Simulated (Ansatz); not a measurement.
LiH:
```xyz
2
Lattice="0.0000 2.0023 2.0023 2.0023 0.0000 2.0023 2.0023 2.0023 0.0000" Properties=species:S:1:pos:R:3 pbc="T T T"
Li     0.0000     0.0000     0.0000
H      2.0023     2.0023     2.0023
```

Relaxed with r²SCAN.

**Question.** Map the electron localisation function on the plane through (0.000, 0.000, 0.000) spanned by u = [1, 0, 0] and v = [0, 1, -1] in lattice vectors, from plane-wave PAW r²SCAN (Ansatz code).

**Answer.** x is the fraction of u, y of v (the angle between them is 90°; rows are the nearest grid lines); atoms in the plane: Li at (0.00, 0.00), H at (0.50, 0.50).
```
y \ x   0.000  0.0625  0.188  0.250  0.375  0.438  0.562  0.625  0.750  0.812  0.938   1.00
------  -----  ------  -----  -----  -----  -----  -----  -----  -----  -----  -----  -----
1.00    0.998   0.995  0.426  0.028  0.053  0.091  0.091  0.053  0.028  0.426  0.995  0.998
0.938   0.997   0.985  0.278  0.022  0.094  0.166  0.166  0.094  0.022  0.278  0.985  0.997
0.875   0.957   0.912  0.056  0.020  0.328  0.509  0.509  0.328  0.020  0.056  0.912  0.957
0.750   0.028   0.022  0.057  0.384  0.964  0.982  0.982  0.964  0.384  0.057  0.022  0.028
0.688   0.018   0.025  0.395  0.863  0.995  0.998  0.998  0.995  0.863  0.395  0.025  0.018
0.625   0.053   0.093  0.778  0.964  0.999   1.00   1.00  0.999  0.964  0.778  0.093  0.053
0.562   0.091   0.165  0.881  0.982   1.00   1.00   1.00   1.00  0.982  0.881  0.165  0.091
0.438   0.091   0.165  0.881  0.982   1.00   1.00   1.00   1.00  0.982  0.881  0.165  0.091
0.375   0.053   0.093  0.778  0.964  0.999   1.00   1.00  0.999  0.964  0.778  0.093  0.053
0.312   0.018   0.025  0.395  0.863  0.995  0.998  0.998  0.995  0.863  0.395  0.025  0.018
0.250   0.028   0.022  0.057  0.384  0.964  0.982  0.982  0.964  0.384  0.057  0.022  0.028
0.125   0.957   0.912  0.056  0.020  0.328  0.509  0.509  0.328  0.020  0.056  0.912  0.957
0.0625  0.997   0.985  0.278  0.022  0.094  0.166  0.166  0.094  0.022  0.278  0.985  0.997
0.000   0.998   0.995  0.426  0.028  0.053  0.091  0.091  0.053  0.028  0.426  0.995  0.998
```

The density is the valence pseudo-density with augmentation charge, so density and ELF within about 1 Å of a nucleus are not all-electron values.

Space group Fm-3m (rock salt). The cell was relaxed with r²SCAN under the symmetry of its start; phonons on a q-mesh show no instability.

Potentials: the later of the program's two PAW sets.
